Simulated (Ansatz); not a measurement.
Relaxed-ion elastic tensor of TePt (NiAs type, P6_3/mmc) in GPa (Voigt order), LDA (plane waves, PAW; program Ansatz); density 12.76 g/cm³, 21.00 Å³ per atom.

```
 177   141   108   0.0   0.0   0.0
 141   177   108   0.0   0.0   0.0
 108   108   244   0.0   0.0   0.0
 0.0   0.0   0.0  14.9   0.0   0.0
 0.0   0.0   0.0   0.0  14.9   0.0
 0.0   0.0   0.0   0.0   0.0  17.6
```

Question: Is the crystal mechanically stable?

Answer: Yes: the smallest eigenvalue of C is 14.9 GPa.

Question: Work out the Voigt, Reuss and Hill averages.

Answer: K_V = 146, K_R = 145, K_H = 146; G_V = 25.4, G_R = 18.9, G_H = 22.2 GPa.

Question: Give Young's modulus, Poisson's ratio, Pugh's ratio and the universal anisotropy index.

Answer: E = 9KG/(3K + G) = 63.4 GPa; ν = 0.43; K/G = 6.56 (ductile by the Pugh limit of 1.75); A_U = 5G_V/G_R + K_V/K_R − 6 = 1.72.

Question: Estimate the sound speeds and the Debye temperature.

Answer: v_l = √((K + 4G/3)/ρ) = 3710 m/s, v_t = √(G/ρ) = 1320 m/s, mean 1500 m/s; Θ = (h/k)(3n/4πV)^(1/3) v_m = 162 K.

Question: Solve the Christoffel equation for the three sound speeds along x, y, z.

Answer: Eigenvalues of C_ijkl n_j n_l equal ρv². In km/s, slowest first: x 1.08, 1.17, 3.72; y 1.08, 1.17, 3.72; z 1.08, 1.08, 4.37.

Question: How much does each axis shrink under pressure?

Answer: Linear compressibilities β_i = Σ_j S_ij (j = 1 to 3): x 2.5, y 2.5, z 1.9 per TPa.

The first step of the workflow began from a Materials Project structure, measured or hypothetical; the Crystallography Open Database files this formula in space group No. 194, but the cells were not matched. Its standing as an ambient phase is unchecked. Symmetry was held in the LDA relaxation; whether a distortion lowers the energy is not shown. No spin polarisation was allowed. As this level gives no gap, shear constants depend on the k-mesh and smearing (Fermi–Dirac, 0.1 eV here). Spin–orbit coupling is left out wherever it is not named.

Potentials: the later of the program's two PAW sets.
